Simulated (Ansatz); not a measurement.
**Formation energy of Ca₂Pd (fluorite type)**

```xyz
3
Lattice="0.0000 3.4778 3.4778 3.4778 0.0000 3.4778 3.4778 3.4778 0.0000" Properties=species:S:1:pos:R:3 pbc="T T T"
Pd    0.0000    0.0000    0.0000
Ca    1.7389    1.7389    1.7389
Ca    5.2167    5.2167    5.2167
```

The cell comes from a relaxation on PAW files under the same functional, begun from a prototype that needn't be the stable phase.

Level of theory: DFT with PBEsol, scalar-relativistic, in Ansatz 0.2.0; a Γ-centred 9×9×9 k mesh, Fermi–Dirac smearing of 0.05 eV, no spin polarisation. LAPW: all electrons, basis error target 0.5 meV/atom; PAW: frozen-core files, cutoff 420 eV; crystal datasets: all electrons, by PAW datasets that the program makes for each cell.

The elements are taken as Ca fcc, Pd fcc, each relaxed on PAW files under the same functional and computed by the same method as the compound; zero-point and thermal terms are left out.

The PAW files were made under PBE.

(1) Give the formation energy by each method, with the residual pressure at this cell and the LAPW gap.

(2) Give the LAPW value for one formula unit in kJ/mol.

(3) What Bader charges does the PAW density give?

Results:

(1) 

```csv
method,ΔE(formation) (eV/atom),P at this cell (GPa),gap (eV)
LAPW,-0.455,0.00,0.00
PAW,-0.455,0.00,–
crystal datasets,-0.455,0.00,–
```

(2) -0.455 eV/atom × 3 atoms × 96.485 kJ/(mol·eV) = -131.7 kJ/mol, at zero temperature and without zero-point motion.

(3) Pd1 -2.27 e, Ca2 +1.14 e.
